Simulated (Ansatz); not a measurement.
Input:

Relaxed BaTiO$_{3}$ (cubic perovskite):

```yaml
crystal:
  lattice:
    - [3.99403, 0.00000, 0.00000]
    - [0.00000, 3.99403, 0.00000]
    - [0.00000, 0.00000, 3.99403]
  atoms:
    - { symbol: Ba, position: [0.00000, 0.00000, 0.00000] }
    - { symbol: Ti, position: [0.50000, 0.50000, 0.50000] }
    - { symbol: O, position: [0.00000, 0.50000, 0.50000] }
    - { symbol: O, position: [0.50000, 0.50000, 0.00000] }
    - { symbol: O, position: [0.50000, 0.00000, 0.50000] }
```

In this cell atom 5 (O, nearest neighbour Ti at 1.997 Å; its periodic images, 4.0 Å or more away, move with it) is moved by s towards the nearest neighbour, unit vector (0.000, -1.000, 0.000); all other atoms and the cell stay fixed.

Level of theory: r2SCAN (plane waves to 500 eV, PAW, scalar-relativistic; Ansatz, a program for electronic structure). k mesh 7×7×7 (Γ-centred), Fermi-Dirac smearing 0.05 eV. Energies are smeared free energies. BaTiO3 is run without spin polarisation. BaTiO3 was relaxed with its symmetry unable to fall. This is a high-temperature form of BaTiO3. The zero of ΔE is the undisplaced structure.

The scan covers s from -0.200 to 0.200 Å in 11 points.

Problem. Is the energy the same for equal positive and negative displacements?

Solution. Even: the same for both signs. With its periodic images moving along, the atom's site symmetry in this cell is 4/mmm.

Problem. What is the energy change at s = 0.200 Å?

Solution. 134.8 meV/cell.

Problem. What force acts on the atom along the line at s = -0.200 Å?

Solution. 1.70 eV/Å.

Problem. What is the force constant k = d²E/ds² of this move at s = 0?

Solution. 4.96 eV/Å².

(A displaced cell: forces are minus the slopes of the energy, force constants its curvatures, and phonons follow from these.)
